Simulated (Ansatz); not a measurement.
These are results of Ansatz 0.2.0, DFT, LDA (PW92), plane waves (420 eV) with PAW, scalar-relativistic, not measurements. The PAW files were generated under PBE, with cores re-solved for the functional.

An element in the dhcp structure gives this curve. The cell is scaled uniformly from the relaxed one, with fractional coordinates and shape fixed. Energies are extrapolated to zero smearing, pressures are those at the given smearing. Magnetic state: spin not included.

| V (Å³/atom) | E − E₀ (meV/atom) | P (GPa) |
| --- | --- | --- |
| 15.946 | 93.9 | 15.88 |
| 16.671 | 37.6 | 9.33 |
| 17.395 | 8.1 | 4.06 |
| 18.120 | 0.1 | -0.18 |
| 18.845 | 9.3 | -3.58 |
| 19.570 | 32.3 | -6.33 |
| 20.295 | 66.6 | -8.56 |

Problem. Which element is it?
A. gallium
B. lithium
C. aluminium
D. arsenic

Solution. D. Its fit is V₀ = 18.07 Å³/atom, B₀ = 96 GPa, B₀′ = 4.4.
